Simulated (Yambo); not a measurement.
TlBr (CsCl type, space group Pm-3m, No. 221), G0W0@PBEsol in Yambo with this input:

```
rim_cut
gw0
dyson
el_el_corr
HF_and_locXC
ppa
em1d
RandQpts= 1000000
RandGvec= 1 Ry
EXXRLvcs= 62 Ry
VXCRLvcs= 248 Ry
Chimod= "HARTREE"
% BndsRnXp
 1 | 143 |
%
NGsBlkXp= 10 Ry
% LongDrXp
 1.0 | 1.0 | 1.0 |
%
PPAPntXp= 27.2114 eV
% GbndRnge
 1 | 143 |
%
GTermKind= "BG"
DysSolver= "n"
ExtendOut
```

On a 4×4×4 mesh, with wavefunctions cut at 62 Ry, the gap (X → X) is 2.973 eV and the valence edge shifts by -1.094 eV.

What happens with this change: 63 bands in W?

The gap falls by 0.065 eV, to 2.908 eV; the shift of the valence edge becomes -0.920 eV. Neither run is shown to be the converged limit.

The standard potential for Tl keeps a d shell in the valence without the s and p states of that shell. In tests on such compounds this moved G0W0 gaps by up to about 0.9 eV, so absolute quasiparticle energies here are unreliable; differences between settings are what counts.

Spin-orbit coupling is not included.

Geometry of the Materials Project entry, not relaxed at this level; primitive cell a = 3.9999 Å, b = 3.9999 Å, c = 3.9999 Å, α = 90.00°, β = 90.00°, γ = 90.00°.

A shift is the quasiparticle energy of the state minus its PBEsol energy.
